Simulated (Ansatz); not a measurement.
An elastic tensor (GPa, Voigt order, standard axes) from r²SCAN in the plane-wave PAW code Ansatz:

```
 224  98.2  82.3   0.0   0.0   0.0
98.2   224  82.3   0.0   0.0   0.0
82.3  82.3   176   0.0   0.0   0.0
 0.0   0.0   0.0  98.0   0.0   0.0
 0.0   0.0   0.0   0.0  98.0   0.0
 0.0   0.0   0.0   0.0   0.0   123
```

Question: Pick the material that matches.
A. AlGa3As4, P-4m2 (Pearson symbol tP8)
B. SiO2, P4_12_12 (Si on 4a, O on 8b)
C. B2CO, P-4m2 (B on 2g, C on 1a, O on 1c)
D. BaGaHO2, P4/mmm (Ba on 1d, Ga on 1a, O on 2f, H on 1b)

Answer: D, BaGaHO2, P4/mmm (Ba on 1d, Ga on 1a, O on 2f, H on 1b)

The start of the workflow was typed in or built on a structure type; neither database checked (COD, Materials Project) lists it. Its standing as an ambient phase is unchecked. The cell was relaxed with r²SCAN under the symmetry of its start; whether a distortion lowers the energy is not shown. Scalar-relativistic: spin–orbit coupling is off unless named, which matters more the heavier the elements.

Potentials: the earlier of the program's two PAW sets.
